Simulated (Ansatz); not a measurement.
Relaxed-ion elastic tensor of Ag (simple cubic, Pm-3m) in GPa (Voigt order), plane-wave PAW PBEsol (Ansatz code); density 9.26 g/cm³, 19.34 Å³ per atom.

```
  239   13.5   13.5    0.0    0.0    0.0
 13.5    239   13.5    0.0    0.0    0.0
 13.5   13.5    239    0.0    0.0    0.0
  0.0    0.0    0.0  -15.3    0.0    0.0
  0.0    0.0    0.0    0.0  -15.3    0.0
  0.0    0.0    0.0    0.0    0.0  -15.3
```

Is the crystal mechanically stable?

No: the smallest eigenvalue of C is -15.3 GPa.

The cell is a constructed one: a structure type filled with these elements; neither database checked (COD, Materials Project) lists it. It is not the phase usual at ambient conditions (space group No. 225). The PBEsol relaxation kept the symmetry of its start. At this level the phase is mechanically unstable. No spin polarisation was allowed. As this level gives no gap, shear constants depend on the k-mesh and smearing (Fermi–Dirac, 0.1 eV here).

Potentials: the later of the program's two PAW sets.
